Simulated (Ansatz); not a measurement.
Two inputs for MoS2

Cell: a COD entry, atoms as given.

Space group P6_3/mmc (No. 194); a = 3.1690, c = 12.3240 Å, γ = 120.00°.

| site | Wyckoff | site symmetry | x | y | z |
| --- | --- | --- | --- | --- | --- |
| Mo | 2c | -6m2 | 0.3333 | 0.6667 | 0.2500 |
| S | 4f | 3m. | 0.3333 | 0.6667 | 0.6230 |

One atom of each set is listed.

Reference run. Level of theory: DFT, PBE, plane waves and PAW, scalar-relativistic, collinear spin, 420 eV cutoff, Γ-centred 11×11×3 k-points, Fermi–Dirac smearing 0.02 eV (Ansatz 0.2.0). Start moments as typed (μB): 2 on each Mo, none on the rest.

(1) The input is changed as follows: `hamiltonian.hubbard`: not typed → {sites: [{species: Mo, l: d, u_eff: 3.0}], double_counting: amf}. What happens to V_zz (10²¹ V/m²) and η?

Results:

(1) 

| site | V_zz reference | η reference | V_zz changed | η changed |
| --- | --- | --- | --- | --- |
| Mo | -7.53 | 0.00 | -8.48 | 0.00 |
| S | -5.24 | 0.00 | -5.37 | 0.00 |

The largest change of V_zz is on Mo, from -7.53 to -8.48. In per cent, |V_zz| changes by +13 on Mo, +2 on S (all sites that start above 0.5). SCF iterations: 10 and 15.

On the reference run: Without spin–orbit coupling (the program notes it for Mo) the gradients can shift somewhat, as the gap is small. The start moments die out, and the run ends without spin.
